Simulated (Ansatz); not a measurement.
ZrOs (CsCl type, Pm-3m), PBE in the plane-wave PAW code Ansatz, all energies at zero smearing, with the estimated change up to a 700 eV cutoff added, with one set of potentials and settings (totals compare only within such a set). Cell of 2 atoms (1 Zr, 1 Os): -15569.479 eV.

```tsv
element	reference phase	E (eV/atom)
Zr	P6_3/mmc, 2 atoms in the cell	-4183.8362
Os	P6_3/mmc, 2 atoms in the cell	-11384.5491
```

Formation energy per atom, worked out: (-15569.479 − 1×(-4183.8362) − 1×(-11384.5491))/2 = -0.547 eV/atom (-53 kJ per mol of atoms), at 0 K, without zero-point energy or fitted corrections.

The workflow started from an entry of the Crystallography Open Database (COD). Its standing as an ambient phase is unchecked. The PBE relaxation kept the symmetry of its start; whether a distortion lowers the energy is not shown. No spin polarisation was allowed. The references are the lowest solids computed at this level, not always the standard phases. Spin–orbit coupling is left out wherever it is not named.

Potentials: the later of the program's two PAW sets.
